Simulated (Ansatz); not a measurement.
Space group Pnma (No. 62). a = 5.770 Å, b = 3.523 Å, c = 6.226 Å, α = 90.00°, β = 90.00°, γ = 90.00°
| atom | site | symmetry | x | y | z |
| --- | --- | --- | --- | --- | --- |
| Ge | 4c | .m. | 0.8154 | 0.7500 | 0.5781 |
| Pd | 4c | .m. | 0.9949 | 0.7500 | 0.1892 |

Equation of state of this GePd structure (not necessarily the ground state), with shape and atoms relaxed at each volume where symmetry leaves them free. It has no gap at any of these volumes. The calculation used Ansatz 0.2.0, DFT PBEsol, scalar-relativistic, plane waves, PAW.

Plane waves to 420 eV, a k mesh through Γ of 6×10×6 on the computed 8-atom cell and Gaussian smearing (0.10 eV); no spin polarisation.

```json
{"V (Å³/atom)": "14.395", "E − E(largest V) (meV/atom)": "11.50", "P (GPa)": "17.37"}
{"V (Å³/atom)": "14.869", "E − E(largest V) (meV/atom)": "-29.35", "P (GPa)": "10.50"}
{"V (Å³/atom)": "15.344", "E − E(largest V) (meV/atom)": "-51.60", "P (GPa)": "4.76"}
{"V (Å³/atom)": "15.818", "E − E(largest V) (meV/atom)": "-58.38", "P (GPa)": "-0.01"}
{"V (Å³/atom)": "16.293", "E − E(largest V) (meV/atom)": "-52.30", "P (GPa)": "-3.96"}
{"V (Å³/atom)": "16.767", "E − E(largest V) (meV/atom)": "-35.59", "P (GPa)": "-7.22"}
{"V (Å³/atom)": "17.400", "E − E(largest V) (meV/atom)": "0.00", "P (GPa)": "-10.66"}
```

Question: Fit a third-order Birch–Murnaghan equation to E(V).

Answer: V0 = 15.82 Å³/atom, B0 = 144 GPa, B0' = 5.3.

1 further run of this set didn't finish or converge.